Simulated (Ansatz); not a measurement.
HfN:
```
CELL_PARAMETERS angstrom
      0.00000     2.25092     2.25092
      2.25092     0.00000     2.25092
      2.25092     2.25092     0.00000
ATOMIC_POSITIONS crystal
  Hf 0.00000 0.00000 0.00000
  N  0.50000 0.50000 0.50000
```

Relaxed with PBEsol. Special points in fractions of this cell's reciprocal vectors: Γ (0.000, 0.000, 0.000); X (0.500, 0.000, 0.500); U (0.625, 0.250, 0.625); K (0.375, 0.375, 0.750); L (0.500, 0.500, 0.500); W (0.500, 0.250, 0.750).

Task: List the band energies nearest the Fermi level at these points for DFT-PBEsol with spin–orbit coupling in the program Ansatz with PAW potentials.

Result: In eV from the Fermi level; about four levels below and three above (degenerate sets whole), none deeper than 8.9 eV; … stands for higher levels left out; points with the same levels are listed once.

```json
[
 {"k": "Γ", "below": "-0.43 -0.43 -0.43 -0.43 -0.13 -0.13", "above": "1.95 1.95 …"},
 {"k": "X", "below": "-3.64 -3.64 -3.35 -3.35", "above": "4.19 4.19 5.32 5.32"},
 {"k": "U", "below": "-4.82 -4.82 -0.78 -0.78", "above": "3.96 3.96 4.59 4.59"},
 {"k": "L", "below": "-6.22 -6.22 -6.16 -6.16", "above": "3.33 3.33 3.73 3.73"},
 {"k": "W", "below": "-5.74 -5.74 -5.13 -5.13", "above": "1.16 1.16 1.28 1.28"}
]
```

Space group Fm-3m (rock salt). Symmetry was held in the PBEsol relaxation; of distortions, only those at the zone centre were tested. No spin polarisation was allowed. With an odd number of electrons in the cell and no spin polarisation, the count alone makes it a metal.

Potentials: the earlier of the program's two PAW sets.
